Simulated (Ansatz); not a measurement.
MoPt:
```xyz
2
Lattice="2.7105 0.0000 0.0000 0.0000 2.7105 0.0000 0.0000 0.0000 4.1256" Properties=species:S:1:pos:R:3 pbc="T T T"
Pt     0.0000     0.0000     0.0000
Mo     1.3553     1.3553     2.0628
```

Relaxed with r²SCAN. Special points in fractions of this cell's reciprocal vectors: Γ (0.000, 0.000, 0.000); X (0.000, 0.500, 0.000); M (0.500, 0.500, 0.000); Z (0.000, 0.000, 0.500); R (0.000, 0.500, 0.500); A (0.500, 0.500, 0.500).

Question: List the band energies nearest the Fermi level at these points for plane-wave PAW r²SCAN with spin–orbit coupling (Ansatz code).

Answer: In eV from the Fermi level; about four levels below and three above (degenerate sets whole), none deeper than 8.9 eV; points with the same levels are listed once.

| k | below | above |
|---|---|---|
| Γ | -1.42 -1.42 -1.07 -1.07 | 1.27 1.27 2.53 2.53 |
| X | -2.83 -2.83 -2.29 -2.29 | 0.19 0.19 1.58 1.58 |
| M | -6.85 -6.85 -6.70 -6.70 | 0.08 0.08 0.09 0.09 |
| Z | -1.48 -1.48 -1.28 -1.28 | 0.81 0.81 0.98 0.98 |
| R | -2.58 -2.58 -0.71 -0.71 | 0.40 0.40 0.44 0.44 |
| A | -3.06 -3.06 -3.03 -3.03 | 0.22 0.22 0.72 0.72 |

Space group P4/mmm (L1₀ or tetragonal B2). The start of the workflow was typed in or built on a structure type; neither database checked (COD, Materials Project) lists it. Its standing as an ambient phase is unchecked. Symmetry was held in the r²SCAN relaxation; whether a distortion lowers the energy is not shown. No spin polarisation was allowed.

Potentials: the later of the program's two PAW sets.
